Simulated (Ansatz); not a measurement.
Given:

GeRh:
```xyz
4
Lattice="-1.7418 1.7418 5.0483 1.7418 -1.7418 5.0483 1.7418 1.7418 -5.0483" Properties=species:S:1:pos:R:3 pbc="T T T"
Rh     0.0000     0.0000    10.0343
Rh     0.0000     1.7418     2.4618
Ge     0.0000     0.0000     4.2626
Ge     1.7418     0.0000     1.7384
```

This is the PBE-relaxed structure.

Problem. All from plane-wave PAW PBE (Ansatz code), unless another level is named. Predict the electronic character.

Solution. metallic (no gap).

Problem. Predict the density of states at the Fermi level.

Solution. 0.25 states/eV per atom (mean over ±0.08 eV).

Problem. Predict the formation energy from the elements (no fitted shifts).

Solution. -40 kJ/mol of atoms.

Space group I4_1md. A made-up cell: these elements were put on the sites of a structure type; neither database checked (COD, Materials Project) lists it. COD files the formula under space group No. 62, so this cell is another polymorph or a model. Its standing as an ambient phase is unchecked. The cell was relaxed with PBE under the symmetry of its start; whether a distortion lowers the energy is not shown. No spin polarisation was allowed. The references are the lowest solids computed at this level, not always the standard phases. Spin–orbit coupling is left out wherever it is not named.

Potentials: the later of the program's two PAW sets.
